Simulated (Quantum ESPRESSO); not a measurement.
Band energies of GeSi

```
GeSi
1.0
    3.90238     0.00000     0.00000
   -1.95119     3.37956     0.00000
    0.00000     0.00000     6.43407
Si Ge
2 2
Direct
  0.66667   0.33333   0.87470
  0.33333   0.66667   0.37470
  0.66667   0.33333   0.50030
  0.33333   0.66667   0.00030
```

norm-conserving PBEsol (Quantum ESPRESSO, 78 Ry, with spin-orbit coupling); path ΓMKΓALHA,LM,KH; energies in eV from the valence-band maximum.

| k (1/Å) | point | band 36 | band 37 | band 38 | band 39 | band 40 | band 41 | band 42 | band 43 |
|---|---|---|---|---|---|---|---|---|---|
| 0.00 | Γ | 0.00 | 0.32 | 0.32 | 1.44 | 1.44 | 1.93 | 1.93 | 1.99 |
| 0.46 |  | -0.98 | 0.83 | 0.84 | 2.30 | 2.32 | 2.98 | 3.00 | 3.17 |
| 0.93 | M | -1.59 | 0.28 | 0.28 | 1.91 | 1.91 | 3.14 | 3.14 | 3.25 |
| 1.06 |  | -1.98 | 0.84 | 0.86 | 2.25 | 2.28 | 2.53 | 2.53 | 4.01 |
| 1.47 | K | -3.45 | 0.92 | 0.92 | 4.71 | 4.74 | 4.74 | 4.74 | 5.35 |
| 1.68 |  | -2.95 | 1.26 | 1.27 | 3.86 | 3.86 | 4.08 | 4.10 | 4.24 |
| 2.22 |  | -0.74 | 1.61 | 1.62 | 2.00 | 2.00 | 2.22 | 2.28 | 3.19 |
| 2.54 | Γ | 0.00 | 0.32 | 0.32 | 1.44 | 1.44 | 1.93 | 1.93 | 1.99 |
| 2.78 |  | -0.36 | 0.53 | 0.53 | 1.97 | 1.97 | 2.28 | 2.28 | 2.34 |
| 3.03 | A | -0.98 | 1.13 | 1.13 | 1.13 | 1.13 | 2.98 | 2.98 | 2.98 |
| 3.34 |  | -1.57 | 1.73 | 1.73 | 1.74 | 1.74 | 3.50 | 3.50 | 3.53 |
| 3.85 |  | -2.55 | 0.59 | 0.59 | 0.60 | 0.60 | 1.83 | 1.83 | 1.83 |
| 3.96 | L | -2.57 | 0.56 | 0.56 | 0.56 | 0.56 | 1.72 | 1.72 | 1.72 |
| 4.39 |  | -2.18 | 1.28 | 1.28 | 1.29 | 1.29 | 3.75 | 3.75 | 3.79 |
| 4.49 | H | -2.15 | 1.28 | 1.28 | 1.29 | 1.29 | 3.65 | 3.65 | 3.69 |
| 4.85 |  | -2.59 | 1.80 | 1.80 | 1.82 | 1.82 | 3.83 | 3.83 | 3.87 |
| 5.30 |  | -1.54 | 2.20 | 2.20 | 2.23 | 2.23 | 2.69 | 2.69 | 2.74 |
| 5.57 | A | -0.98 | 1.13 | 1.13 | 1.13 | 1.13 | 2.98 | 2.98 | 2.98 |
| 5.57 | L | -2.57 | 0.56 | 0.56 | 0.56 | 0.56 | 1.72 | 1.72 | 1.72 |
| 5.67 |  | -2.27 | 0.36 | 0.36 | 0.65 | 0.65 | 1.89 | 1.89 | 2.06 |
| 6.06 | M | -1.59 | 0.28 | 0.28 | 1.91 | 1.91 | 3.14 | 3.14 | 3.25 |
| 6.06 | K | -3.45 | 0.92 | 0.92 | 4.71 | 4.74 | 4.74 | 4.74 | 5.35 |
| 6.54 | H | -2.15 | 1.28 | 1.28 | 1.29 | 1.29 | 3.65 | 3.65 | 3.69 |

The PBEsol gap is indirect, 0.28 eV, from Γ to M; the smallest direct gap is 0.32 eV.

Geometry relaxed with PBEsol.

The structure is a Materials Project entry; no match was found in the copy of COD used, and its stability was not checked.
